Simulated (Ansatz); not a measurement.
CaAl2Si6O16: Electric field gradients

The cell is a Materials Project structure (computed, not necessarily an observed phase).

```yaml
crystal:
  lattice:
    - [4.98720, 0.00000, 0.00000]
    - [0.25956, 8.58222, 0.00000]
    - [0.11702, 0.11266, 8.80612]
  atoms:
    - { symbol: Ca, position: [0.83211, 0.96125, 0.50790] }
    - { symbol: Al, position: [0.60810, 0.67025, 0.68413] }
    - { symbol: Al, position: [0.85197, 0.82599, 0.18487] }
    - { symbol: Si, position: [0.89904, 0.19657, 0.17589] }
    - { symbol: Si, position: [0.59544, 0.30383, 0.66393] }
    - { symbol: Si, position: [0.41434, 0.33213, 0.33609] }
    - { symbol: Si, position: [0.09940, 0.16476, 0.82780] }
    - { symbol: Si, position: [0.36403, 0.69854, 0.35729] }
    - { symbol: Si, position: [0.11418, 0.80947, 0.84281] }
    - { symbol: O, position: [0.98563, 0.80295, 0.00879] }
    - { symbol: O, position: [0.50168, 0.76714, 0.51158] }
    - { symbol: O, position: [0.33542, 0.28260, 0.77689] }
    - { symbol: O, position: [0.15735, 0.23684, 0.28000] }
    - { symbol: O, position: [0.22415, 0.98964, 0.80722] }
    - { symbol: O, position: [0.32569, 0.50857, 0.37907] }
    - { symbol: O, position: [0.79837, 0.02776, 0.23449] }
    - { symbol: O, position: [0.70392, 0.47542, 0.66053] }
    - { symbol: O, position: [0.84391, 0.17628, 0.70687] }
    - { symbol: O, position: [0.65619, 0.32527, 0.20911] }
    - { symbol: O, position: [0.51976, 0.23729, 0.49262] }
    - { symbol: O, position: [0.98384, 0.20515, 0.99636] }
    - { symbol: O, position: [0.06619, 0.78288, 0.34323] }
    - { symbol: O, position: [0.35876, 0.68716, 0.82000] }
    - { symbol: O, position: [0.55215, 0.73326, 0.21268] }
    - { symbol: O, position: [0.88337, 0.79185, 0.71174] }
```

Atom numbers follow the list; atoms alike are taken as one site, whose name carries the number of the first.

All values are calculated (Ansatz; DFT, PBE, plane waves and PAW, scalar-relativistic, 420 eV cutoff, Γ-centred 5×3×3 k-points, Fermi–Dirac smearing 0.02 eV), not measured.

V_zz is the principal component of the electric field gradient with the largest magnitude, η = (V_xx − V_yy)/V_zz and C_Q = eQV_zz/h.

⁴³Ca: I = 7/2, Q = -40.80 mb; ²⁷Al: I = 5/2, Q = 146.6 mb; ¹⁷O: I = 5/2, Q = -25.58 mb. Quadrupole moments are those of Pyykkö's year-2017 table.

| site | atoms (order as listed) | first shell | V_zz (10²¹ V/m²) | η | C_Q (MHz) |
| --- | --- | --- | --- | --- | --- |
| Ca | 1 | 6 O at 2.31–2.80 Å | 4.15 | 0.54 | -4.09 |
| Al2 | 2 | 4 O at 1.72–1.80 Å | 2.05 | 0.52 | 7.26 |
| Al3 | 3 | 4 O at 1.69–1.80 Å | 2.56 | 0.81 | 9.08 |
| Si4 | 4 | 4 O at 1.62–1.64 Å | 1.22 | 0.76 | – |
| Si5 | 5 | 4 O at 1.58–1.67 Å | -3.15 | 0.41 | – |
| Si6 | 6 | 4 O at 1.61–1.67 Å | 1.46 | 0.67 | – |
| Si7 | 7 | 4 O at 1.62–1.67 Å | 1.43 | 0.25 | – |
| Si8 | 8 | 4 O at 1.60–1.66 Å | -2.11 | 0.75 | – |
| Si9 | 9 | 4 O at 1.59–1.68 Å | 3.34 | 0.88 | – |
| O10 | 10 | 1 Si at 1.59 Å, 1 Al at 1.69 Å, angle 171° | 7.59 | 0.12 | -4.70 |
| O11 | 11 | 1 Si at 1.65 Å, 1 Al at 1.80 Å, angle 131°; also 1 Ca at 2.38 Å | 5.60 | 0.83 | -3.47 |
| O12 | 12 | 2 Si at 1.63–1.64 Å, angle 144° | 10.11 | 0.08 | -6.26 |
| O13 | 13 | 2 Si at 1.63–1.64 Å, angle 158° | 10.03 | 0.17 | -6.21 |
| O14 | 14 | 2 Si at 1.62–1.68 Å, angle 135°; also 1 Ca at 3.32 Å | 8.22 | 0.32 | -5.08 |
| O15 | 15 | 2 Si at 1.61–1.66 Å, angle 150° | 9.92 | 0.09 | -6.14 |
| O16 | 16 | 1 Si at 1.62 Å, 1 Al at 1.80 Å, angle 138°; also 1 Ca at 2.47 Å | 6.60 | 0.64 | -4.08 |
| O17 | 17 | 1 Si at 1.58 Å, 1 Al at 1.74 Å, angle 143° | 7.16 | 0.14 | -4.43 |
| O18 | 18 | 2 Si at 1.67 Å, angle 137°; also 1 Ca at 2.56 Å | 8.43 | 0.60 | -5.21 |
| O19 | 19 | 2 Si at 1.63–1.64 Å, angle 132° | 9.32 | 0.28 | -5.77 |
| O20 | 20 | 2 Si at 1.67 Å, angle 131°; also 1 Ca at 2.80 Å | 8.20 | 0.62 | -5.07 |
| O21 | 21 | 2 Si at 1.62–1.63 Å, angle 164° | 10.81 | 0.07 | -6.69 |
| O22 | 22 | 1 Si at 1.64 Å, 1 Al at 1.80 Å, angle 133°; also 1 Ca at 2.39 Å | 6.24 | 0.73 | -3.86 |
| O23 | 23 | 1 Si at 1.60 Å, 1 Al at 1.72 Å, angle 133° | 6.47 | 0.27 | -4.00 |
| O24 | 24 | 1 Si at 1.60 Å, 1 Al at 1.73 Å, angle 135° | 6.66 | 0.21 | -4.12 |
| O25 | 25 | 1 Si at 1.65 Å, 1 Al at 1.77 Å, angle 136°; also 1 Ca at 2.31 Å | 5.89 | 0.69 | -3.64 |

At O12, O14, O15, O17, O18 and O19 and others V_zz runs parallel to the line that joins its two neighbours (within 12°) in each case. At O10, O13 and O21 V_zz points along the line of its two bonds (within 2°) in each case. At O16 and O22 V_zz points along the shorter of its two bonds, to Si (within 10°) in each case.

Si has no stable isotope with a ground-state quadrupole moment in the table, so no C_Q is given.
